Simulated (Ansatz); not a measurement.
**La vacancy in LaAl, calculated**

Computed with the plane-wave PAW code Ansatz (scalar-relativistic, PAW set soft_2): PBEsol, no spin polarisation, 420 eV cutoff, k-mesh 3×3×3.

The relaxed host crystal (no gap at this level of theory):

```
Al La
1.0
     4.69134   -3.84045    0.00000
     4.69134    3.84045    0.00000
     0.00000    0.00000    5.64943
Al La
4 4
Cartesian
  4.6913 1.4862 4.2371
  4.6913 -1.4862 1.4124
  0.0000 0.0000 2.8247
  0.0000 0.0000 0.0000
  3.0141 -1.2765 4.2371
  6.3686 1.2765 1.4124
  6.3686 -1.2765 4.2371
  3.0141 1.2765 1.4124
```

Supercell of 32 atoms, rows of the matrix [[-1,1,1],[1,-1,1],[1,1,-1]] times the cell vectors; La vacancy at (0.487, 0.155, 0.750) in fractions of the cell above. Atoms are relaxed at the host's cell.

How does the lattice relax around the defect?

Distances from the empty La site (Å), by shell of the perfect crystal:

```
shell      perfect crystal    relaxed, charge 0
 2 Al  3.22 (3.20 to 3.23)  3.21 (3.18 to 3.23)
 2 Al                 3.29                 3.32
 1 La                 3.35                 3.12
 2 Al                 3.37                 3.41
```

```json
{"charge": "0", "gap of the cell on the mesh (eV)": "0.00"}
```

Formation energy of the neutral defect: 2.21 eV, taking atoms from and to the elements' standard states (no corrections for gases), so it belongs to those chemical potentials alone.

Caveats: small supercell, so energies and levels can be off by tenths of an eV; the atoms kept the symmetry of the start, so a distorted state could lie lower.
